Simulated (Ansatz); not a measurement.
## Kick test of a cell of ZrTiGe₄

It was reached by relaxing an invented guess, and it needn't be the stable form of this composition.

Computed with DFT PBE, scalar-relativistic, plane waves, PAW in Ansatz. Plane waves to 420 eV, a k mesh through Γ of 10×10×10 on the computed 6-atom cell and Gaussian smearing (0.10 eV); no spin polarisation.

The cell below (6 atoms, space group F222 (No. 22)) is relaxed within its symmetry.

```xyz
6
Lattice="0.0000 4.4283 4.5263 2.5912 0.0000 4.5263 2.5912 4.4283 0.0000" Properties=species:S:1:pos:R:3 pbc="T T T"
Zr    3.8868    6.6424    6.7894
Ti    0.0000    0.0000    0.0000
Ge    2.5912    2.9805    4.5263
Ge    2.5912    5.8760    4.5263
Ge    1.2956    3.6816    2.2631
Ge    1.2956    0.7467    2.2631
```

For the test a repeat of it with 12 atoms (edges 5.13, 5.22, 8.18 Å) was strained at random (σ = 1.5 % a component), the atoms were moved at random (σ = 0.05 Å), and all was relaxed again on a coarse 4×4×4 mesh (in the run’s order of axes) with 0.20 eV smearing, with no symmetry imposed.

Question: Is the structure stable against such a distortion?

Answer: It returns, within 1 meV/atom of the unmoved cell on that mesh and with the same symmetry when read at 0.1 Å (P1 at 0.01 Å, so small strains and shifts remain). So it is stable against the distortions that fit this cell and that this random move excites. Modes that don't fit the cell aren't tested.
